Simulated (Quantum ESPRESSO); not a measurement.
pw.x input (Quantum ESPRESSO 7.5; PBEsol, PseudoDojo standard norm-conserving files, fully relativistic):

```
&CONTROL
  calculation = 'scf'
  pseudo_dir = './pseudo'
  outdir = './out'
  tprnfor = .true.
  tstress = .true.
/
&SYSTEM
  ibrav = 0
  nat = 5
  ntyp = 3
  ecutwfc = 84.0
  ecutrho = 336.0
  occupations = 'smearing'
  smearing = 'fd'
  degauss = 0.002
  nbnd = 60
  noncolin = .true.
  lspinorb = .true.
/
&ELECTRONS
  conv_thr = 5e-10
/
ATOMIC_SPECIES
F 18.9984 F.upf
Cs 132.9055 Cs.upf
Hg 200.5920 Hg.upf
CELL_PARAMETERS angstrom
  4.595450000000   0.000000000000   0.000000000000
  0.000000000000   4.595450000000   0.000000000000
  0.000000000000   0.000000000000   4.595450000000
ATOMIC_POSITIONS crystal
F   0.000000000000   0.500000000000   0.500000000000
F   0.500000000000   0.000000000000   0.500000000000
F   0.500000000000   0.500000000000   0.000000000000
Cs   0.000000000000   0.000000000000   0.000000000000
Hg   0.500000000000   0.500000000000   0.500000000000
K_POINTS automatic
6 6 6 0 0 0
```

End of the output:

```

[...]
     the Fermi energy is     5.7140 ev
!    total energy              =    -527.92284640 Ry
     estimated scf accuracy    <          3.0E-10 Ry
     smearing contrib. (-TS)   =      -0.00000040 Ry
     internal energy E=F+TS    =    -527.92284600 Ry
     The total energy is F=E-TS. E is the sum of the following terms:
     one-electron contribution =    -308.82180875 Ry
     hartree contribution      =     174.93782514 Ry
     xc contribution           =    -101.25721565 Ry
     ewald contribution        =    -292.78164674 Ry
     convergence has been achieved in   9 iterations
     Forces acting on atoms (cartesian axes, Ry/au):
     atom    1 type  1   force =     0.00000000    0.00000000    0.00000000
     atom    2 type  1   force =     0.00000000    0.00000000    0.00000000
     atom    3 type  1   force =     0.00000000    0.00000000    0.00000000
     atom    4 type  2   force =     0.00000000    0.00000000    0.00000000
     atom    5 type  3   force =     0.00000000    0.00000000    0.00000000
     Total force =     0.000000     Total SCF correction =     0.000000
     Computing stress (Cartesian axis) and pressure
          total   stress  (Ry/bohr**3)                   (kbar)     P=      -11.42
  -0.00007763   0.00000000   0.00000000          -11.42        0.00        0.00
   0.00000000  -0.00007763   0.00000000            0.00      -11.42        0.00
   0.00000000   0.00000000  -0.00007763            0.00        0.00      -11.42
```
In a gapped system the printed Fermi energy is only some level inside the gap.

Geometry of the Materials Project entry, not relaxed at this level.
